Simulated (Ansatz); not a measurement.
Nb3Sb2Te5 in space group I-43m (No. 217; Nb on 12e, Sb on 8c, Te on 8c, Te on 12d), DFT-r²SCAN in the program Ansatz with PAW potentials, all energies at zero smearing, with the estimated change up to a 700 eV cutoff added, with one set of potentials and settings (totals compare only within such a set). Cell of 20 atoms (6 Nb, 4 Sb, 10 Te): -123335.798 eV.

| element | reference phase | E (eV/atom) |
|---|---|---|
| Nb | Im-3m, 1 atoms in the cell | -4563.6321 |
| Sb | R-3m, 2 atoms in the cell | -6499.1272 |
| Te | P3_121, 3 atoms in the cell | -6994.8235 |

Formation energy per atom, worked out: (-123335.798 − 6×(-4563.6321) − 4×(-6499.1272) − 10×(-6994.8235))/20 = -0.463 eV/atom (-45 kJ per mol of atoms), at 0 K, without zero-point energy or fitted corrections.

The workflow started from a Materials Project entry (that database holds measured and hypothetical structures alike); the Crystallography Open Database copy checked does not list it. Whether it is the stable phase at ambient conditions was not checked. The r²SCAN relaxation kept the symmetry of its start; whether a distortion lowers the energy is not shown. No spin polarisation was allowed. The references are the lowest solids computed at this level, not always the standard phases. Scalar-relativistic: spin–orbit coupling is off unless named, which matters more the heavier the elements.

Potentials: the later of the program's two PAW sets.
